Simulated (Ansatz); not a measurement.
RuN$_{3}$:
```
RuN3
1.0
    3.77522     0.00000     0.00000
    0.00000     3.77522     0.00000
    0.00000     0.00000     3.77522
Ru N
1 3
Direct
  0.00000   0.00000   0.00000
  0.00000   0.50000   0.00000
  0.50000   0.00000   0.00000
  0.00000   0.00000   0.50000
```
The run is spin-polarised; directions of the spins, atom by atom: 0 0 0 0.

Relaxed with PBEsol.

Question: Which orbitals make up the states near the Fermi level in PBEsol (plane waves, PAW; program Ansatz)?

Answer: Within 0.5 eV of the Fermi level: N 2p 89 %, Ru 4d 9 %. Projections are on Löwdin-orthogonalised atomic valence shells; empty p or d shells of many metals are not among them.

Question: Tabulate the density of states.

Answer: States/eV per cell of 4 atoms, in 0.25 eV bins, energy from the Fermi level.

| E (eV) | total | N 2p | Ru 4d | N 2s |
|---|---|---|---|---|
| -7.85 | 1.25 | 0.53 | 0.69 | 0.02 |
| -7.60 | 2.13 | 1.00 | 1.02 | 0.05 |
| -7.35 | 1.18 | 0.57 | 0.53 | 0.05 |
| -7.10 | 1.20 | 0.63 | 0.47 | 0.06 |
| -6.85 | 1.09 | 0.60 | 0.39 | 0.06 |
| -6.60 | 2.14 | 1.09 | 0.93 | 0.07 |
| -6.35 | 2.62 | 1.30 | 1.19 | 0.07 |
| -6.10 | 2.70 | 1.34 | 1.23 | 0.07 |
| -5.85 | 2.84 | 1.40 | 1.31 | 0.08 |
| -5.60 | 2.92 | 1.40 | 1.40 | 0.07 |
| -5.35 | 3.14 | 1.46 | 1.57 | 0.07 |
| -5.10 | 4.24 | 1.86 | 2.23 | 0.09 |
| -4.85 | 3.70 | 1.59 | 1.98 | 0.07 |
| -4.60 | 2.57 | 1.19 | 1.28 | 0.06 |
| -4.35 | 2.16 | 1.07 | 0.98 | 0.06 |
| -4.10 | 1.84 | 0.95 | 0.78 | 0.06 |
| -3.85 | 1.53 | 0.83 | 0.61 | 0.05 |
| -3.60 | 1.45 | 0.81 | 0.55 | 0.05 |
| -3.35 | 1.32 | 0.76 | 0.47 | 0.04 |
| -3.10 | 1.13 | 0.78 | 0.27 | 0.03 |
| -2.85 | 1.30 | 0.90 | 0.31 | 0.03 |
| -2.60 | 1.79 | 1.25 | 0.43 | 0.02 |
| -2.35 | 1.19 | 0.95 | 0.16 | 0.01 |
| -2.10 | 0.68 | 0.60 | 0.03 | 0.02 |
| -1.85 | 0.64 | 0.58 | 0.02 | 0.03 |
| -1.60 | 1.70 | 1.57 | 0.05 | 0.07 |
| -1.35 | 2.29 | 2.08 | 0.09 | 0.09 |
| -1.10 | 2.60 | 2.35 | 0.13 | 0.09 |
| -0.85 | 3.32 | 3.02 | 0.17 | 0.10 |
| -0.60 | 3.45 | 3.18 | 0.16 | 0.08 |
| -0.35 | 2.89 | 2.69 | 0.13 | 0.03 |
| -0.10 | 3.05 | 2.77 | 0.22 | 0.02 |
| 0.15 | 2.98 | 2.60 | 0.33 | 0.02 |
| 0.40 | 2.92 | 2.47 | 0.40 | 0.02 |
| 0.65 | 3.10 | 2.55 | 0.50 | 0.02 |
| 0.90 | 2.85 | 2.20 | 0.60 | 0.02 |
| 1.15 | 2.52 | 1.67 | 0.79 | 0.01 |
| 1.40 | 3.32 | 2.10 | 1.14 | 0.01 |
| 1.65 | 6.68 | 4.07 | 2.41 | 0.05 |
| 1.90 | 3.84 | 2.29 | 1.40 | 0.08 |
| 2.15 | 0.31 | 0.06 | 0.16 | 0.08 |
| 2.40 | 0.35 | 0.08 | 0.18 | 0.09 |
| 2.65 | 0.41 | 0.10 | 0.20 | 0.10 |
| 2.90 | 0.47 | 0.12 | 0.22 | 0.11 |
| 3.15 | 0.55 | 0.15 | 0.26 | 0.12 |
| 3.40 | 0.64 | 0.18 | 0.30 | 0.14 |
| 3.65 | 0.76 | 0.22 | 0.35 | 0.16 |
| 3.90 | 0.68 | 0.21 | 0.31 | 0.14 |
| 4.15 | 0.55 | 0.18 | 0.24 | 0.10 |
| 4.40 | 0.52 | 0.18 | 0.22 | 0.09 |
| 4.65 | 0.49 | 0.18 | 0.20 | 0.08 |

Space group Pm-3m (ReO3 type). The start of the workflow was typed in or built on a structure type; neither database checked (COD, Materials Project) lists it. Its standing as an ambient phase is unchecked. Symmetry was held in the PBEsol relaxation; its stability against distortions is not shown here. Spin order of the final state: ferromagnetic, the only order run, not a proven ground state. The cell computed holds one magnetic atom, so no antiferromagnetic order was within reach. Its formation energy is positive at this level, so the cell may be metastable or incomplete. No Hubbard U is applied. Spin–orbit coupling is left out wherever it is not named.

Potentials: the earlier of the program's two PAW sets. The files were generated under PBE; for other functionals the program regenerates the frozen cores, and for LDA and PBEsol the local potential too.
